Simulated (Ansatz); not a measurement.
Input and command of a plane-wave DFT calculation in Ansatz:

```yaml
crystal:
  lattice:
    - [-1.663431, 1.663431, 1.58422]
    - [1.663431, -1.663431, 1.58422]
    - [1.663431, 1.663431, -1.58422]
  atoms:
    - { symbol: Pt, position: [0.0, 0.0, 0.0] }
basis:
  ecutwfc: 420
kpoints:
  mp_grid: { grid: [22, 22, 22] }
hamiltonian:
  xc: pbesol
scf:
  occupations: { method: gaussian, width: 0.15 }
output:
  forces: true
  stress: true
  eigenvalues: true
```

```bash
ansatz run input.yaml --threads 1 --pin off --max-ram 2560MiB --backend cpu --events-out ev --progress --plain --runs-dir out
```

Processor: Intel(R) Xeon(R) Processor @ 2.50GHz (Skylake/Cascade Lake), 1 thread, on a host shared with other jobs.

Problem. How long does it run, and how much memory does it take?

Solution. About 16 s on 1 thread of Intel(R) Xeon(R) Processor @ 2.50GHz (Skylake/Cascade Lake) (shared host), peak memory 0.46 GiB. It solves 13 bands at 834 k points (the mesh reduced by symmetry) with about 353 plane waves, in 6 SCF iterations.
